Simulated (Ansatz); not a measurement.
LiTaO3 in space group P4mm (No. 99; Ta on 1b, Li on 1a, O on 1b, O on 2c), DFT-LDA in the program Ansatz with PAW potentials. The conduction-band minimum lies at Γ, with 1 equivalent valley. Second derivatives d²E/dk² of the lowest band at one valley (eV·Å²), along Cartesian directions:

```csv
direction,d²E/dk²
[100],25.23
[010],25.23
[001],0.5891
[110],25.22
[101],12.91
[011],12.91
```

Find the principal effective masses, the density-of-states mass and the conductivity mass.

Off-diagonal terms follow from H_xy = H[110] − (H_xx + H_yy)/2, and m*/mₑ = 7.620 eV·Å² over each eigenvalue: 0.30, 0.30, 13. One valley's DOS mass (m₁m₂m₃)^(1/3) = 1.1, conductivity mass 3/(Σ 1/mᵢ) = 0.45 mₑ.

What effective density of states Nc follows at 300 K for parabolic valleys?

Nc = 2.509e19 × 1 × (1.1)^(3/2) ≈ 2.9e19 cm⁻³.

With the computed static dielectric constant 29.9 (mean of the diagonal), estimate a hydrogenic donor's binding energy and radius.

E = 13.606 eV × 0.45/29.9² ≈ 6.8 meV; a = 0.529 Å × ε/m* ≈ 35 Å. Semilocal masses tend to be too small where the gap is.

The start of the workflow was typed in or built on a structure type; neither database checked (COD, Materials Project) lists it. It is not the phase usual at ambient conditions (space group No. 161). The LDA relaxation kept the symmetry of its start. At this level the phase is dynamically unstable (imaginary phonons). The run is not spin-polarised. Spin–orbit coupling is left out wherever it is not named.

Potentials: the earlier of the program's two PAW sets.
